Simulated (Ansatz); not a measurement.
The relaxed structure here is a generated cell of CdTe: the first start was made by a random draw of sites in a space group, and the end was not matched to a known phase here, so it may be hypothetical. Known forms of CdTe include space group No. 216.

The end point of a relaxation of CdTe. Space group I4₁md (No. 109). Level of theory: PBE (plane waves to 420 eV, PAW, scalar-relativistic; Ansatz, a program for electronic structure).

```xyz
8
Lattice="-3.3448 3.3448 8.1077 3.3448 -3.3448 8.1077 3.3448 3.3448 -8.1077" Properties=species:S:1:pos:R:3 pbc="T T T"
Cd     3.3448     1.9687     6.6646
Cd     3.3448    -1.9687     6.6646
Cd     1.3761     3.3448     2.6107
Cd     1.9687     0.0000    10.7185
Te     1.4878     0.0000     7.8208
Te     1.8570     3.3448    -0.2870
Te     3.3448     1.4878     3.7669
Te     3.3448    -1.4878     3.7669
```

Question: What is the computed band gap (PBE)?

Answer: No clear gap: the sampled points leave 0.12 eV away from the symmetry points, which may be a band crossing missed between them.

The relaxed cell holds bonded Te–Te pairs (2.98 Å). No spin polarisation in the result. Spin-orbit coupling is missing; with elements this heavy it can move band edges by tenths of an eV or more.

The run could not lose the symmetry of its start: the end is stationary, and may be a saddle point rather than a minimum.
